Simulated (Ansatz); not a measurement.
Energies of structures of Al at several levels, each column relative to the first row (Fm-3m, cF4, fcc (Cu type)), in eV/atom. Geometries are relaxed with r2SCAN (plane waves to 500 eV, PAW, scalar-relativistic; Ansatz, a program for electronic structure) unless a column says relaxed; all runs are Ansatz, PAW (cutoffs: PBEsol, relaxed 420 eV). Columns compare only within themselves.

```
structure                    r2SCAN  PBEsol, relaxed
---------------------------  ------  ---------------
Fm-3m, cF4, fcc (Cu type)      0.00             0.00
P6₃/mmc, hP2, hcp (Mg type)   +0.04              ___
Im-3m, cI2, bcc (W type)      +0.11              ___
```

Question: Some entries are withheld; supply them.

Answer: 
- P6₃/mmc, hP2, hcp (Mg type), PBEsol, relaxed: +0.03
- Im-3m, cI2, bcc (W type), PBEsol, relaxed: +0.10

At PBEsol, relaxed the lowest of those computed is still Fm-3m, cF4, fcc (Cu type). Against r2SCAN, PBEsol moves these energy differences by -0.02 to -0.01 eV/atom and the volumes by +1.6 % to +2.4 %.

1 run with a doubtful electronic state, a coarser numerical grid, an end not at rest or a source that can't be used is left out. Each run could gain symmetry but not lose that of its start, so entries can be saddle points. From databases, or of a type measured for this composition: Fm-3m, cF4, fcc (Cu type); the others are generated cells (placed on structure types, drawn at random, substituted or restacked) that were not matched to a known phase here. Energies are at zero temperature and pressure, without zero-point motion. The runs use different k-meshes, so differences are rounded accordingly. No spin polarisation in the result.
